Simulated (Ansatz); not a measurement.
**Relaxation of O**

Level of theory: DFT r2SCAN, scalar-relativistic, plane waves, PAW (Ansatz). Settings: 500 eV cutoff, 12×12×12 k-mesh, Gaussian smearing of 0.02 eV, collinear spin.

What was changed: relaxed at 15 GPa.

With moments and this functional the run may sit in a state above the lowest one.

Other phases may be more stable at this pressure.

Command:

```bash
ansatz run input.yaml --threads 1 --pin off --max-ram 2560MiB --backend cpu --events-out ev --progress --plain --runs-dir out
```

Input:

```yaml
crystal:
  lattice:
    - [1.3916738154, 0.803483252, 3.236819501]
    - [-1.3916738154, 0.803483252, 3.236819501]
    - [0.0, -1.6069665039, 3.236819501]
  atoms:
    - { symbol: O, position: [0.0603131669, 0.0603131669, 0.0603131669], spin: 0.63 }
    - { symbol: O, position: [0.9396868331, 0.9396868331, 0.9396868331], spin: 0.63 }
basis:
  ecutwfc: 500
kpoints:
  mp_grid: { grid: [12, 12, 12] }
hamiltonian:
  xc: r2scan
scf:
  occupations: { method: gaussian, width: 0.02 }
output:
  forces: true
  stress: true
  eigenvalues: true
  populations: true
magnetization:
  spin_polarized: true
relax:
  adjacent_minimum: "off"
  f_tol: 0.008
  max_steps: 50
  cell: { stress_tol: 0.08, p_target: 15.0 }
```

F is the free energy. Steps run on the plane waves of an earlier cell, but the last one, and at times one on the way, on a freshly chosen basis, so a repeated geometry can differ a little in energy. The relaxation lowers the enthalpy F + PV at the target pressure, so F itself can rise.

Steps:

| step | F − F(1) (eV) | largest force component (eV/Å) | V (Å³/atom) | P (GPa) |
| --- | --- | --- | --- | --- |
| 1 | 0.0000 | 2.655 | 10.858 | 19.47 |
| 2 | 0.1083 | 0.428 | 10.064 | 19.09 |
| 3 | 0.0363 | 0.139 | 10.413 | 15.53 |
| 4 | 0.0330 | 0.014 | 10.430 | 15.04 |
| 5 | 0.0330 | 0.000 | 10.430 | 15.00 |
| 6 | 0.0338 | 0.003 | 10.430 | 15.00 |

Relaxed structure:

```xyz
2
Lattice="1.3670 0.7893 3.2224 -1.3670 0.7893 3.2224 0.0000 -1.5785 3.2224" Properties=species:S:1:pos:R:3 pbc="T T T"
O     0.0000    0.0000    0.6001
O     0.0000    0.0000    9.0672
```

It takes space group R-3m (No. 166, trigonal). The conventional cell has a = 2.734 Å, b = 2.734 Å, c = 9.667 Å, α = 90.00°, β = 90.00°, γ = 120.00°. O (site symmetry 3m) is surrounded by 1 O at 1.20 Å.

The run converged. Time: 2.3 min on 1 thread of Arm Neoverse N1, on a shared host, peak memory 0.46 GiB.